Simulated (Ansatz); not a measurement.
# Notes on Ta$_{2}$CdSnTe$_{4}$

```
CELL_PARAMETERS angstrom
-4.10791 4.10791 3.51895
4.10791 -4.10791 3.51895
4.10791 4.10791 -3.51895
ATOMIC_POSITIONS crystal
Ta 0.50000 0.00000 0.50000
Ta 0.00000 0.50000 0.50000
Cd 0.50000 0.50000 0.00000
Sn 0.00000 0.00000 0.00000
Te 0.42166 0.42166 0.36418
Te 0.57834 0.94252 0.00000
Te 0.05748 0.05748 0.63582
Te 0.94252 0.57834 0.00000
```

Method: PBE, no spin polarisation; PAW, plane waves to 420 eV, 6×6×6 Γ-centred mesh, fermi-dirac occupations (width 0.1 eV) (Ansatz 0.2.0), atoms fixed.

Formation energy: 0.89 eV an atom against the elements' usual phases (free molecules for gases, crystals otherwise, with no correction for O₂ or N₂), so at this geometry it isn't bound against them. Relaxing would lower it.
At the Fermi level: It is a metal, with about 11 states/eV a cell as the mean within 0.25 eV of the Fermi level, mostly Ta d (77 %).
Forces: The largest is on Te7 (and as large on other atoms): 2.26 eV/Å, components (-1.54, -1.54, 0.62). It makes 157° with the line to a nearest neighbour, Sn4 at 2.71 Å, pointing away from it.
Charges: Bader charges in e: Ta +0.56, Cd +0.42, Sn +0.67, Te -0.55. In the mean Sn gives up most and Te takes most.

Origin: a known structure type with other elements, at an estimated volume, so it need not be a known compound. Caveats: many states at the Fermi level without spin polarisation, so a magnetic state may lie lower; atoms or cell far from equilibrium.
